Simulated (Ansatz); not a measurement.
Ag2S:
```
CELL_PARAMETERS angstrom
      2.32178    -3.38213     0.00000
      2.32178     3.38213     0.00000
      0.00000     0.00000     6.97634
ATOMIC_POSITIONS crystal
  Ag 0.49997 0.50003 0.54166
  Ag 0.50003 0.49997 0.04166
  Ag 0.87686 0.12314 0.29171
  Ag 0.12314 0.87686 0.79171
  S  0.26080 0.73920 0.29163
  S  0.73920 0.26080 0.79163
```

Relaxed with LDA. Special points in fractions of this cell's reciprocal vectors: Γ (0.000, 0.000, 0.000); Y (-0.500, 0.500, 0.000); C0 (-0.368, 0.632, 0.000); Σ0 (0.368, 0.368, 0.000); Z (0.000, 0.000, 0.500); A0 (0.368, 0.368, 0.500); E0 (-0.368, 0.632, 0.500); T (-0.500, 0.500, 0.500); S (0.000, 0.500, 0.000); R (0.000, 0.500, 0.500).

### Question
List the band energies nearest the valence-band maximum at these points for LDA in the plane-wave PAW code Ansatz.

### Answer
In eV from the valence-band maximum; about four levels below and three above (degenerate sets whole), none deeper than 8.9 eV; points with the same levels are listed once.

| k | below | above |
|---|---|---|
| Γ | -1.31 -1.07 -0.69 -0.17 | 0.62 1.46 4.50 |
| Y | -2.49 -2.37 -0.87 -0.37 | 0.92 1.93 2.19 |
| C0 | -2.04 -1.91 -1.72 -0.39 | 1.97 3.14 3.51 |
| Z | -0.60 -0.60 -0.34 -0.34 | 1.71 1.71 4.15 4.15 |
| A0 | -2.03 -2.03 -0.72 -0.72 | 3.24 3.24 3.83 3.83 |
| T | -1.60 -1.60 -1.47 -1.47 | 2.20 2.20 3.72 3.72 |
| S | -2.10 -1.67 -0.60 0.00 | 2.40 2.45 3.30 |
| R | -1.39 -1.39 -0.22 -0.22 | 1.21 1.21 4.51 4.51 |

Space group Cmcm. The first step of the workflow began from a Materials Project structure, measured or hypothetical; the Crystallography Open Database copy checked does not list it. COD files the formula under space group No. 4, 14, so this cell is another polymorph or a model. Whether it is the stable phase at ambient conditions was not checked. Symmetry was held in the LDA relaxation; of distortions, only those at the zone centre were tested. No spin polarisation was allowed. Point labels and valley counts follow the cell and symmetry of the run, lower than the named group. Scalar-relativistic: spin–orbit coupling is off unless named, which matters more the heavier the elements.

Potentials: the later of the program's two PAW sets.
